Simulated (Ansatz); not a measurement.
**Sn (Im-3m), clamped-ion strain scan**

Method: Ansatz, DFT PBEsol, scalar-relativistic, plane waves, PAW. Settings: plane waves to 420 eV, k-mesh 18×18×18 (Γ-centred), Gaussian smearing 0.15 eV. No spin polarisation. Energies are free energies at this smearing, counted from the undisturbed cell; pressure is positive in compression.

Zero of the scan (as given, not relaxed at this level; it stands at -1.9 GPa; this bcc form isn't the usual structure):

```xyz
1
Lattice="-1.8947 1.8947 1.8947 1.8947 -1.8947 1.8947 1.8947 1.8947 -1.8947" Properties=species:S:1:pos:R:3 pbc="T T T"
Sn    0.0000    0.0000    0.0000
```

The cell is strained by ε times the Voigt pattern (1, 1, 0, 0, 0, 0) (xx, yy, zz, yz, xz, xy; engineering shear) with fractional coordinates fixed. The cell is metallic on the mesh throughout.

```tsv
ε	ΔE (meV/atom)	stress summed along the pattern (GPa, tension positive)	pressure (GPa)
-0.1500	500.3	-67.16	32.5
-0.0750	60.0	?	?
0.0000	0.0	3.82	-1.9
0.0375	42.7	9.12	-4.8
0.1125	213.2	14.91	-7.8
```

**Question.** Give the withheld values.

**Answer.** stress summed along the pattern (GPa, tension positive) at ε = -0.0750: -17.42; pressure (GPa) at ε = -0.0750: 8.8.